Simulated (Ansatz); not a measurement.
A crystal relaxed with r2SCAN in the plane-wave code Ansatz has space group P3m1 (No. 156) and a = 4.162 Å, c = 10.445 Å.

| atom | site | x | y | z |
| --- | --- | --- | --- | --- |
| Be | 1a | 0.0000 | 0.0000 | 0.9881 |
| Be | 1c | 0.6667 | 0.3333 | 0.6809 |
| Mg | 1b | 0.3333 | 0.6667 | 0.3387 |
| Xx | 1c | 0.6667 | 0.3333 | 0.9147 |
| Xx | 1b | 0.3333 | 0.6667 | 0.6060 |
| Xx | 1a | 0.0000 | 0.0000 | 0.2216 |

r2SCAN gives an indirect gap of 2.30 eV, from Γ to M; the least direct gap is 2.98 eV at Γ. The HSE06 gap is indirect, 2.62 eV (Γ to M), below the direct gap of 3.29 eV at Γ. Meshes: r2SCAN 12×12×4, HSE06 6×6×2.

Q: Which element is Xx?
A. O
B. Se
C. S
D. Te

A: D. Xx is Te: MgBe2Te3 as one 6-atom ordering (P3m1) on the zincblende lattice. Be has 4 Te at 2.44–2.52 Å; Be has 4 Te at 2.44–2.53 Å; Mg has 4 Te at 2.70–2.79 Å; Te has 4 Be at 2.44–2.52 Å; Te has 3 Be at 2.53 Å and 1 Mg at 2.79 Å; Te has 1 Be at 2.44 Å and 3 Mg at 2.70 Å.

(Calculated; spin-unpolarised; the phase may be known or hypothetical.)

No spin-orbit coupling is included; it can move band edges with weight on the heavy atoms by tenths of an eV.

The meshes of the hybrids are coarse, so their gaps aren't converged to the digits shown.
